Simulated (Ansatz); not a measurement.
**Fermi surface of YHg (Pm-3m)**

```xyz
2
Lattice="3.6247 0.0000 0.0000 0.0000 3.6247 0.0000 0.0000 0.0000 3.6247" Properties=species:S:1:pos:R:3 pbc="T T T"
Y     1.8124    1.8124    1.8124
Hg    0.0000    0.0000    0.0000
```

Conventional cell: a = 3.625 Å, b = 3.625 Å, c = 3.625 Å, α = 90.00°, β = 90.00°, γ = 90.00°. Around Y (atom 1) lie 8 Hg at 3.14 Å. Around Hg (atom 2) lie 8 Y at 3.14 Å.

Computed, not measured; unless marked otherwise by LDA, all-electron LAPW in Ansatz 0.2.0, with spin-orbit coupling. k mesh 10×10×10, fine mesh 12×12×12, Fermi-Dirac smearing of 0.080 eV, basis error target 1 meV/atom. The cell was relaxed by PAW under this functional, which moved its volume by -4 % from the database entry's. This phase needn't be the one found at ambient conditions.

Levels and slopes are solved on a 12×12×12 mesh, and each state is taken as quadratic over its cell.

What is the density of states at the Fermi level, and which bare Sommerfeld coefficient follows?

N(E_F) = 1.03 states/eV/atom (both spins), so γ = (π²/3) k_B² N(E_F) = 2.44 mJ/(mol-atom K²) without electron-phonon or spin-fluctuation enhancement.

What Drude plasma energy and σ/τ do the band velocities give?

(ħω_p,α)² = (e²/ε₀VN_k) Σ_nkσ (∂E/∂k_α)² δ(E − E_F) gives ħω_p = (4.63, 4.63, 4.63) eV along x, y, z, and σ/τ = ε₀ω_p² = 4.37×10²⁰ Ω⁻¹m⁻¹s⁻¹ along x. Weighted by the density of states, the mean Fermi speed is 0.375×10⁶ m/s; the surface has an area of 13.3 Å⁻² for each spin direction.

Which bands cross the Fermi level, and what do they carry?

| band | filled part | N (states/eV/cell) | speed (10⁶ m/s) | 5th to 95th percentile | area (Å⁻²) | filling |
| --- | --- | --- | --- | --- | --- | --- |
| 1 | 0.96 | 0.146 | 0.43 | 0.27 to 0.59 | 2.16 | nearly full |
| 2 | 0.96 | 0.146 | 0.43 | 0.27 to 0.59 | 2.16 | nearly full |
| 3 | 0.53 | 0.872 | 0.344 | 0.10 to 0.58 | 10.3 | partly filled |
| 4 | 0.53 | 0.872 | 0.344 | 0.10 to 0.58 | 10.3 | partly filled |
| 5 | 0.01 | 0.0161 | 1.56 | 1.33 to 1.86 | 0.863 | nearly empty |
| 6 | 0.01 | 0.0161 | 1.56 | 1.33 to 1.86 | 0.863 | nearly empty |

Map the plane k₃ = 1/2 of the mesh: how many bands lie under the Fermi level at each point, counted from the least on the plane?

k₁ runs to the right and k₂ upwards, each from −½ to ½ with 0 in the middle (the axes needn't be at right angles):
```
442222222224
222222222222
222220002222
222200000222
222000000022
222000200022
222000000022
222200000222
222220002222
222222222222
442222222224
442222222224
```

What does PAW give for the same cell?

N(E_F) = 1.03 states/eV/atom and ħω_p,x = 4.62 eV.

And without spin-orbit coupling?

N(E_F) = 1.03 states/eV/atom and ħω_p,x = 4.60 eV, on a 16×16×16 mesh.

Limits of these numbers: these sums move with the mesh, by several per cent and more for small sheets; the frozen-core PAW files of the compared runs were fitted under PBE, their cores solved anew for this functional.
